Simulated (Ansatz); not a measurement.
Given:

ZnCu$_{2}$SnSe$_{4}$:
```
CELL_PARAMETERS angstrom
     -2.79925     2.79925     5.59219
      2.79925    -2.79925     5.59219
      2.79925     2.79925    -5.59219
ATOMIC_POSITIONS crystal
  Sn 0.50000 0.50000 0.00000
  Se 0.62481 0.62481 0.52268
  Se 0.37519 0.89787 0.00000
  Se 0.10213 0.10213 0.47732
  Se 0.89787 0.37519 0.00000
  Cu 0.75000 0.25000 0.50000
  Cu 0.25000 0.75000 0.50000
  Zn 0.00000 0.00000 0.00000
```

This is the LDA-relaxed structure.

Q: All from DFT-LDA in the program Ansatz with PAW potentials, unless another level is named. Estimate the electronic character.

A: no gap, with almost no states at the Fermi level (zero-gap or semimetallic).

Q: What about the formation energy from the elements (no fitted shifts)?

A: -352 meV/atom.

Space group I-42m. The workflow started from an entry of the Crystallography Open Database (COD). It is not the phase usual at ambient conditions (space group No. 82). The cell was relaxed with LDA under the symmetry of its start; its stability against distortions is not shown here. The run is not spin-polarised. A small band overlap can be real or an error of a semilocal functional. The references are the lowest solids computed at this level, not always the standard phases. Spin–orbit coupling is left out wherever it is not named.

Potentials: the later of the program's two PAW sets.
